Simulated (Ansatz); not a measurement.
**Zone-centre phonons of Ru at 5 GPa: input and output**

Theory: Ansatz, DFT LDA, scalar-relativistic, plane waves, PAW.

Launched with:
```bash
ansatz run input.yaml --threads 1 --pin off --max-ram 3072MiB --backend cpu --events-out ev --progress --plain --runs-dir out
```

Input (bare energies are in eV):
```yaml
crystal:
  lattice:
    - [2.6634364002, 0.0, 0.0]
    - [-1.3317182001, 2.3066035839, 0.0]
    - [0.0, 0.0, 4.2093007244]
  atoms:
    - { symbol: Ru, position: [0.3333333333, 0.6666666667, 0.25] }
    - { symbol: Ru, position: [0.6666666667, 0.3333333333, 0.75] }
basis:
  ecutwfc: 420
kpoints:
  mp_grid: { grid: [18, 18, 10] }
hamiltonian:
  xc: lda
scf:
  occupations: { method: fermi_dirac, width: 0.15 }
output:
  eigenvalues: true
phonons:
  method: dfpt
  eigenvectors: true
```

The end of the output:
```
--- Phonons (Γ-DFPT): 2 representative perturbations + reference, on 546 of 3240 k-points (Σ response iterations 7) ---
  k mesh reduced under 4 symmetry operations, with k and −k counted as one. Each operation leaves every solved displacement unchanged or reverses it
  ASR residual: 1.373e-3 → 0.000e0 eV/Å²; symmetrization residual: 4.086e-13 eV/Å²
  ASR residual per site (eV/Å²): 1.37e-3 1.37e-3
  Γ frequencies (cm⁻¹): 0.00 0.00 0.00 207.61 207.61 278.68
  non-analytic LO–TO correction: not included (Born effective charges unavailable; polar crystals: no LO–TO splitting at Γ)
```

Time: 59 s on 1 thread of Arm Neoverse V2 (shared host), peak memory 1.1 GiB.

In a metal, frequencies and elastic constants depend on the k mesh and the smearing, soft modes and shear constants most.